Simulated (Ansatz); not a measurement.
An Ansatz (a quantum-chemistry and plane-wave program) run. Input:

Ansatz 0.2 input:
```yaml
crystal:
  lattice:
    - [-1.7824359812, 1.7824359812, 2.520169764]
    - [1.7824359812, -1.7824359812, 2.520169764]
    - [1.7824359812, 1.7824359812, -2.520169764]
  atoms:
    - { symbol: Zn, position: [0.0, 0.0, 0.0] }
    - { symbol: S, position: [0.5, 0.5, 0.0] }
kpoints:
  mp_grid: { grid: [9, 9, 9] }
hamiltonian:
  xc: r2scan
  dispersion: d4
  pseudopotentials: { azcp: { folder: ./paw }, kind: paw }
scf:
  occupations: { method: fixed }
output:
  optics: { e_range: [0.0, 15.0], de: 0.05, sigma: 0.1, bands: { spectra_wanted_up_to: 12 eV } }
```

Output (shortened):

```
output.optics: the spectra are integrated over the Brillouin zone by k·p interpolation around the k-points, where levels, occupations, output.optics.sigma and …
Pseudopotentials: kind: paw
Pseudopotential: Zn, paw, valence charge 12
Pseudopotential: S, paw, valence charge 6
Functional definition: r2SCAN
Crystal: 2 atoms, lattice volume = 32.027 Å³
Basis set: ecut = 500 eV, 869 PW (Γ), exchange–correlation on 108×108×108 points (64 copies of the dense FFT grid, shifted against one another)
Bands: 13, of which v1, the nominal top of the filled ones, is band 9 counted from 1 (8 counted from 0)
Symmetry: 16 space group operations
Space group: I4/mmm (ITA 139), of the structure as read, at distance tolerance 3.2e-5 Å
k-points: 75 of 729
PAW frozen core: Zn, regenerated for the run's functional
PAW frozen core: S, regenerated for the run's functional
Initial density: superposition of atomic densities (chi_scale 0.1, normalization cell, long waves kept (reshape's long-wave potential 0.00 eV rms))
Initial wavefunctions: pseudopotential atomic-orbital guess
Eigensolver: davidson
Functional: x = r2scan, c = r2scan; τ floored in thin density (d = 2e-4 eV/Å³)
iter 1 solved again at ethr=3.00e-3 eV; its pass at ethr=3.10e-3 eV (dr2=5.40e-1 eV) is discarded
SCF iter   1: F=—  HF=-4233.130615 eV  |F-HF|=—  |Δ(HF+E_count)|=         —  Δρ=5.98e-2  dr2=5.33e-1  dr2_τ=1.44e-2  ethr=3.00e-3  ⟨swp⟩=1.0  Hψ=7196  notcnv=0  defer=67
all-band conjugate gradients solve this SCF's bands
preconditioner: auto → none
SCF iter   2: F=—  HF=-4233.110806 eV  |F-HF|=—  |Δ(HF+E_count)|=   1.98e-2  Δρ=1.37e-2  dr2=4.85e-2  dr2_τ=1.58e-3  ethr=2.96e-3  ⟨swp⟩=2.1  Hψ=1773  notcnv=0  defer=111
SCF iter   3: F=—  HF=-4233.110808 eV  |F-HF|=—  |Δ(HF+E_count)|=   2.03e-6  Δρ=1.40e-2  dr2=2.63e-2  dr2_τ=4.11e-4  ethr=2.69e-4  ⟨swp⟩=2.0  Hψ=2340  notcnv=0  defer=138
SCF iter   4: F=—  HF=-4233.107766 eV  |F-HF|=—  |Δ(HF+E_count)|=   3.04e-3  Δρ=1.72e-3  dr2=6.15e-4  dr2_τ=6.02e-5  ethr=1.46e-4  ⟨swp⟩=2.0  Hψ=1729  notcnv=0  defer=144
SCF iter   5: F=—  HF=-4233.107839 eV  |F-HF|=—  |Δ(HF+E_count)|=   7.31e-5  Δρ=3.76e-4  dr2=2.55e-5  dr2_τ=9.38e-7  ethr=3.42e-6  ⟨swp⟩=2.1  Hψ=2302  notcnv=0  defer=149
SCF iter   6: F=—  HF=-4233.107850 eV  |F-HF|=—  |Δ(HF+E_count)|=   1.01e-5  Δρ=4.95e-5  dr2=1.04e-6  dr2_τ=4.57e-8  ethr=1.42e-7  ⟨swp⟩=2.1  Hψ=1620  notcnv=0  defer=23
SCF iter   7: F=—  HF=-4233.107850 eV  |F-HF|=—  |Δ(HF+E_count)|=   1.22e-7  Δρ=8.00e-6  dr2=3.00e-8  dr2_τ=1.15e-9  ethr=5.80e-9  ⟨swp⟩=2.1  Hψ=1633  notcnv=0
SCF iter   8: F=—  HF=-4233.107850 eV  |F-HF|=—  |Δ(HF+E_count)|=   7.81e-9  Δρ=7.22e-7  dr2=2.40e-10  dr2_τ=4.76e-12  ethr=1.67e-10  ⟨swp⟩=2.1  Hψ=1537  notcnv=0
SCF iter   9: F=-4233.107850 eV  HF=-4233.107850 eV  |F-HF|=1.82e-12  |Δ(HF+E_count)|=  5.28e-11  Δρ=6.11e-8  dr2=7.81e-13  dr2_τ=7.87e-14  ethr=1.00e-12  ⟨swp⟩=4.6  Hψ=5350  notcnv=0
SCF 1 converged in 9 iterations: F = -4233.107850 eV  dr2 = 7.81e-13
NSCF: frozen V_eff on 75 k-points
Optics k sum: 0 of 75 k-points
Optics k sum: 4 of 75 k-points
Optics k sum: 8 of 75 k-points
Optics k sum: 12 of 75 k-points
Optics k sum: 15 of 75 k-points
Optics k sum: 19 of 75 k-points
Optics k sum: 23 of 75 k-points
Optics k sum: 27 of 75 k-points
Optics k sum: 30 of 75 k-points
Optics k sum: 34 of 75 k-points
Optics k sum: 38 of 75 k-points
Optics k sum: 42 of 75 k-points
Optics k sum: 45 of 75 k-points
Optics k sum: 49 of 75 k-points
Optics k sum: 53 of 75 k-points
Optics k sum: 57 of 75 k-points
Optics k sum: 60 of 75 k-points
Optics k sum: 64 of 75 k-points
Optics k sum: 68 of 75 k-points
Optics k sum: 72 of 75 k-points
Optics k sum: 75 of 75 k-points
Optics k sum: 0 of 75 k-points
Optics k sum: 4 of 75 k-points
Optics k sum: 8 of 75 k-points
Optics k sum: 12 of 75 k-points
Optics k sum: 15 of 75 k-points
Optics k sum: 19 of 75 k-points
Optics k sum: 23 of 75 k-points
Optics k sum: 27 of 75 k-points
Optics k sum: 30 of 75 k-points
Optics k sum: 34 of 75 k-points
Optics k sum: 38 of 75 k-points
Optics k sum: 42 of 75 k-points
Optics k sum: 45 of 75 k-points
Optics k sum: 49 of 75 k-points
Optics k sum: 53 of 75 k-points
Optics k sum: 57 of 75 k-points
Optics k sum: 60 of 75 k-points
Optics k sum: 64 of 75 k-points
Optics k sum: 68 of 75 k-points
Optics k sum: 72 of 75 k-points
Optics k sum: 75 of 75 k-points
NSCF: frozen V_eff on 1 k-points
NSCF: frozen V_eff on 1 k-points
NSCF: frozen V_eff on 1 k-points
NSCF: frozen V_eff on 1 k-points
NSCF: frozen V_eff on 1 k-points
NSCF: frozen V_eff on 1 k-points
output.optics: what the bands over the 20 summed would add to eps1, eps2 and the energy-loss function is held between a lower and an upper bound (7 Lanczos …
SCF converged after 9 iterations
Free energy (F): -4233.107850 eV
Harris-Foulkes:  -4233.107850 eV  (|F-HF|=1.82e-12)
Internal energy: -4233.107850 eV  (E = F + TS)
E sigma→0 (E₀):  -4233.107850 eV
Fermi energy:    8.431137 eV
--- Per-component energies (eV) ---
  E_band       = 44.081792
  E_kinetic    = 251.716396
  E_local      = -2023.417690  (includes V_loc(G=0)·N_el)
  E_nonlocal   = 863.358750
  E_hartree    = 767.135576
  E_xc         = -153.857078
  E_vxc        = -139.880498  (∫ρ·V_xc dr)
  E_paw        = -2534.679431  (= ΣΔE_a)
  E_vpaw       = -448.418182  (= ΣTr[D̂ρ^β])
  E_aug_tail   = 0.000068  (compensation charges beyond the density's cutoff)
  E_vtau       = 6.451814  (kinetic-family band-sum trace: ∫τ·v_τ [+ j·A + Jᵃ·Aᵃ] dr)
  E_ewald      = -1402.795569
  E_disp       = -0.276489  (pairwise vdW)
  E_core_change = -0.292384  (= ΣΔE_core)
  E_smearing   =  0.000000  (= −TS)
  E_closure    =  0.000000  (closes the sum)
  Σ components = -4233.107850   (vs F -4233.107850, Δ=0.00e0)
  [band-id]    e_kinetic+e_local+e_nonlocal+2·e_hartree+e_vxc+e_vpaw+e_augmentation_tail+e_vtau = 44.081811   (vs E_band 44.081792, Δ=1.91e-5)
--- Band table (eV; the first three rows and the last of 75) ---
  k-point 0: bands = ["-6.1201", "1.9179", "1.9179", "1.9450", "1.9450", "1.9452", "7.8156", "7.8173", "7.8173", "11.2480", "17.9370", "17.9370", "17.9389"]
  k-point 1: bands = ["-5.9158", "1.8089", "1.9278", "1.9285", "1.9571", "1.9573", "6.9957", "7.5627", "7.5646", "12.4999", "17.0292", "17.2493", "18.0841"]
  k-point 2: bands = ["-5.3630", "1.5821", "1.8838", "1.9554", "2.0012", "2.0014", "5.8633", "6.9458", "6.9480", "12.5428", "15.7170", "16.3014", "18.7706"]
  k-point 74: bands = ["-4.0867", "1.7918", "1.9498", "2.0833", "2.1625", "2.5854", "3.1454", "5.1281", "5.9648", "9.2993", "14.6146", "20.5306", "20.9294"]
  band table: 13 of 13 bands, residual norms ≤ 1.0e-3 eV
```

Cost: about 40 core-seconds (a rough figure) on shared cores.

Space group Fm-3m (rock salt). This is a known high-pressure phase of the composition, computed here at zero pressure and temperature. Symmetry was held in the r²SCAN+D4 relaxation; whether a distortion lowers the energy is not shown. Point labels and valley counts follow the cell and symmetry of the run, lower than the named group.

Potentials: the earlier of the program's two PAW sets.

Ansatz is a plane-wave DFT program.
